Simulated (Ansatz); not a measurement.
AlNi:
```
AlNi
1.0
    2.86249     0.00000     0.00000
    0.00000     2.86249     0.00000
    0.00000     0.00000     2.86249
Ni Al
1 1
Direct
  0.00000   0.00000   0.00000
  0.50000   0.50000   0.50000
```

Relaxed with PBEsol in the plane-wave PAW code Ansatz. Indices refer to the conventional cell of Pm-3m, a = 2.862 Å, b = 2.862 Å, c = 2.862 Å, α = 90.00°, β = 90.00°, γ = 90.00°.

Q: Simulate the powder diffraction pattern (Co Kα, λ = 1.79026 Å; lines above 1 %) up to 2θ = 90°.

A: Simulated powder pattern, Co Kα, λ = 1.79026 Å (kinematic, ideal powder, no thermal factors, no anomalous dispersion; the 30 strongest lines at most, above 1 %, up to 2θ = 90°):

| 2θ (°) | d (Å) | I/Imax (%) | hkl |
|---|---|---|---|
| 36.45 | 2.862 | 24 | (100) |
| 52.49 | 2.024 | 100 | (110) |
| 65.59 | 1.653 | 5.6 | (111) |
| 77.43 | 1.431 | 16 | (200) |
| 88.73 | 1.280 | 7.0 | (210) |

The cell was relaxed with PBEsol under the symmetry of its start; of distortions, only those at the zone centre were tested. The workflow began spin-polarised and lost its moments.

Potentials: the later of the program's two PAW sets.
